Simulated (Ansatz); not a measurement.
In:
```yaml
crystal:
  lattice:
    - [-1.72658, 1.72658, 2.30211]
    - [1.72658, -1.72658, 2.30211]
    - [1.72658, 1.72658, -2.30211]
  atoms:
    - { symbol: In, position: [0.00000, 0.00000, 0.00000] }
```

Relaxed with PBE. Special points in fractions of this cell's reciprocal vectors: Γ (0.000, 0.000, 0.000); X (0.000, 0.000, 0.500); P (0.250, 0.250, 0.250); N (0.000, 0.500, 0.000); M (0.500, 0.500, -0.500); S (0.391, 0.609, -0.391); S0 (-0.391, 0.391, 0.391); R (-0.281, 0.281, 0.500); G (0.500, 0.500, -0.281).

### Question
List the band energies nearest the Fermi level at these points for PBE (plane waves, PAW; program Ansatz).

### Answer
In eV from the Fermi level; about four levels below and three above (degenerate sets whole), none deeper than 8.9 eV; … stands for higher levels left out; points with the same levels are listed once.

| k | below | above |
|---|---|---|
| Γ | – | 10.05 10.20 10.20 |
| X | -2.51 -2.26 | 4.05 4.37 … |
| P | -1.92 -0.07 -0.07 | 1.19 … |
| N | -4.29 -3.18 | 7.56 8.42 … |
| M | -1.66 -1.54 | 3.41 3.41 … |
| S | -1.79 -0.89 | 0.43 4.16 … |
| R | -1.56 -0.15 | 0.14 1.57 … |

Space group I4/mmm (body-centred tetragonal). Its axis ratio c/a = 1.33 departs by over 6 % from that of the usual cell of this phase: another minimum, or an error of the functional. The cell was relaxed with PBE under the symmetry of its start; whether a distortion lowers the energy is not shown. Scalar-relativistic: spin–orbit coupling is off unless named, which matters more the heavier the elements.

Potentials: the later of the program's two PAW sets.
